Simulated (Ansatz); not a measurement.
## KMgI₃ (cubic perovskite) under strain

KMgI₃ (cubic perovskite), relaxed with r2SCAN in the PAW code Ansatz. It is cubic, Pm-3m (No. 221); conventional cell a = 5.814 Å, 39.30 Å³ an atom. K is surrounded by 12 I at 4.11 Å; Mg is surrounded by 6 I at 2.91 Å; I is surrounded by 2 Mg at 2.91 Å and 4 K at 4.11 Å.

The axes x, y and z are those of this cell:
```
CELL_PARAMETERS angstrom
5.81386 0.00000 0.00000
0.00000 5.81386 0.00000
0.00000 0.00000 5.81386
ATOMIC_POSITIONS crystal
K 0.00000 0.00000 0.00000
Mg 0.50000 0.50000 0.50000
I 0.50000 0.50000 0.00000
I 0.50000 0.00000 0.50000
I 0.00000 0.50000 0.50000
```

Unstrained: PBE gives an indirect gap of 1.226 eV, from R to Γ; the least direct gap is 1.729 eV at Γ. r2SCAN gives an indirect gap of 1.871 eV, from R to Γ; the least direct gap is 2.393 eV at Γ. The HSE06 gap is indirect, 2.118 eV (R to Γ), below the direct gap of 2.626 eV at Γ. Meshes: PBE 4×4×4, r2SCAN 4×4×4, HSE06 4×4×4. Strains are changes of length per length, and xy shears are angles. After each strain the atoms were relaxed again with r2SCAN within the symmetry that the strain leaves, so tilts or polar shifts that break it weren't tested; points keep the names that they have in the unstrained zone. Values at 0 K without nuclear motion; spin polarisation is off, and the phase may be a hypothetical one.

Changes of the least gap in eV (an overlap counts as a negative gap):

| strain | volume change (%) | space group | PBE | r2SCAN | HSE06 | energy rise, r2SCAN (meV/atom) |
| --- | --- | --- | --- | --- | --- | --- |
| uniaxial -2.0 % along x | -2.0 | P4/mmm | +0.017 | +0.011 | +0.019 | 2.0 |
| xy shear, engineering strain (angle) +0.5 % | 0.0 | Cmmm | -0.001 | -0.002 | -0.001 | 0.0 |
| isotropic -3.0 % on every length | -8.7 | Pm-3m | +0.123 | +0.095 | +0.126 | 23.4 |
| epitaxial +1.0 % in the xy plane, free normal strain -0.69 % | +1.3 | P4/mmm | -0.033 | -0.031 | -0.033 | 0.9 |

Uniaxial -2.0 % along x, other directions held. HSE06: the gap goes from 2.118 to 2.137 eV (+0.019 eV). Stress change with r2SCAN, compression positive: xx +0.81, yy +0.28, zz +0.28 GPa.

Xy shear, engineering strain (angle) +0.5 %. HSE06: the gap goes from 2.118 to 2.117 eV (-0.001 eV). Stress change with r2SCAN, compression positive: xx 0.00, yy 0.00, zz 0.00, xy -0.06 GPa.

Isotropic -3.0 % on every length. HSE06: the gap goes from 2.118 to 2.244 eV (+0.126 eV). Stress change with r2SCAN, compression positive: xx +2.37, yy +2.37, zz +2.37 GPa. For HSE06, dE_g/d ln V = -1.4 eV over this step.

Epitaxial +1.0 % in the xy plane, free normal strain -0.69 %. HSE06: the gap goes from 2.118 to 2.085 eV (-0.033 eV). Stress change with r2SCAN, compression positive: xx -0.38, yy -0.38, zz -0.01 GPa.

Spin-orbit coupling is left out, which matters wherever the heavy atoms make up the band edges.

The meshes of the hybrids are coarse, so their gaps aren't converged to the digits shown.
